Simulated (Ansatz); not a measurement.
A geometry of ScAl3 away from equilibrium: step 6 of the relaxation of a relaxed ScAl3 cell shaken by Gaussian noise of σ = 0.08 Å a coordinate. Method: PBEsol (plane waves to 420 eV, PAW, scalar-relativistic; Ansatz, a program for electronic structure). Γ-centred k-mesh 6×6×6 on the run's cell (coarser than for final values), Fermi–Dirac smearing 0.05 eV.

```xyz
8
Lattice="5.2766 -0.0035 -0.0696 -0.0035 5.2572 -0.0259 -0.0696 -0.0259 5.2911" Properties=species:S:1:pos:R:3:forces:R:3 pbc="T T T" free_energy=-7371.457 pressure_GPa=-0.4
Al     1.3067    -0.1304     2.9112   -0.0758   -0.0858    0.0141
Al     3.9502    -0.1175     2.7922    0.0984   -0.0633    0.0060
Al    -0.1659     2.7008     1.3449   -0.0446    0.0131    0.0127
Al    -0.1037     2.6360     3.9882   -0.0177    0.0272   -0.0243
Al     2.8168     1.2921    -0.2531    0.0675    0.0105   -0.0011
Al     2.8031     3.9132    -0.2241    0.0539   -0.0536   -0.0103
Sc     0.1713     0.0474     0.2443    0.0643    0.1185    0.0978
Sc     2.5062     2.4936     2.4057   -0.1460    0.0333   -0.0950
```

Positions in Å, forces in eV/Å, free energy of the cell in eV (comparable only within this code, potentials and settings). Largest force: 0.18 eV/Å, on Sc8 (atoms numbered as listed); the geometry lies 0.02 eV/atom above the end of its relaxation.

No spin polarisation in the result.

The end of the path is a generated cell of ScAl3: the first start was made by placing the elements on the sites of a structure type, and the end was not matched to a known phase here, so it may be hypothetical.
